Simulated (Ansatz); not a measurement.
Structure optimisation: palladium, omega (AlB2-type)

Computed with DFT, m-r2SCAN, plane waves (500 eV) with PAW, scalar-relativistic (Ansatz). The PAW files were generated under PBE, with cores re-solved for the functional.

k-point mesh 8×8×12, Fermi-Dirac smearing 0.05 eV, starting moments 0.50 ×3 μB. Cell and atoms relax.

Starting structure:

```yaml
crystal:
  lattice:
    - [4.3646624039, 0.0, 0.0]
    - [-2.182331202, 3.7799085207, 0.0]
    - [0.0, 0.0, 2.6755380536]
  atoms:
    - { symbol: Pd, position: [0.0, 0.0, 0.0], spin: 0.5 }
    - { symbol: Pd, position: [0.3333333333, 0.6666666667, 0.5], spin: 0.5 }
    - { symbol: Pd, position: [0.6666666667, 0.3333333333, 0.5], spin: 0.5 }
hamiltonian:
  xc: mr2scan
  pseudopotentials:
    kind: paw
    azcp:
      Pd: "pseudopotentials/Pd.paw.azcp"
basis:
  ecutwfc: 500
  fft_grid_basis: typed
kpoints:
  mp_grid: { grid: [8, 8, 12], shift: [0, 0, 0] }
magnetization:
  spin_polarized: true
scf:
  occupations: { method: fermi_dirac, width: 0.05 }
relax:
  max_steps: 60
  f_tol: 0.01
  cell: {}
```

**Question.** What cell does the relaxation end in?

**Answer.** P6/mmm with a = 4.470 Å, c = 2.645 Å (c/a = 0.592); 15.26 Å³ per atom against 14.71 at the start (3.7 %).

**Question.** How much energy does the relaxation gain?

**Answer.** 22.8 meV per atom.

**Question.** Which magnetic state does it end in?

**Answer.** non-magnetic.

m-r²SCAN is r²SCAN on the gauge-invariant kinetic-energy density; without spin polarisation the two are equal.
